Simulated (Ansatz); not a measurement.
BiB:
```
CELL_PARAMETERS angstrom
      3.63557     0.00000     0.00000
      0.00000     3.63557     0.00000
      0.00000     0.00000     6.78320
ATOMIC_POSITIONS crystal
  B  0.00000 0.50000 0.00000
  B  0.50000 0.00000 0.50000
  Bi 0.00000 0.00000 0.25000
  Bi 0.00000 0.00000 0.75000
```

Relaxed with PBE. Special points in fractions of this cell's reciprocal vectors: Γ (0.000, 0.000, 0.000); X (0.000, 0.500, 0.000); M (0.500, 0.500, 0.000); Z (0.000, 0.000, 0.500); R (0.000, 0.500, 0.500); A (0.500, 0.500, 0.500).

Problem. List the band energies nearest the Fermi level at these points for plane-wave PAW PBE (Ansatz code).

Solution. In eV from the Fermi level; about four levels below and three above (degenerate sets whole), none deeper than 8.9 eV; points with the same levels are listed once.

```csv
k,below,above
Γ,-1.67 -1.67 -1.31 -1.14,1.62 1.62 2.18
X,-6.60 -4.24 -2.33 -0.88,0.58 1.02 2.07
M,-3.50 -3.50 -1.22 -0.04,0.46 0.46 4.11
Z,-1.21 -1.21 -0.01 -0.01,1.61 1.61 3.77 3.77
R,-4.01 -3.37 -0.72 -0.28,1.07 2.07 2.60
A,-1.73 -1.73 -0.74 -0.74,2.27 2.27 3.19 3.19
```

Space group P4_2/mmc. A made-up cell: these elements were put on the sites of a structure type; neither database checked (COD, Materials Project) lists it. Whether it is the stable phase at ambient conditions was not checked. Symmetry was held in the PBE relaxation; whether a distortion lowers the energy is not shown. Scalar-relativistic: spin–orbit coupling is off unless named, which matters more the heavier the elements.

Potentials: the later of the program's two PAW sets.
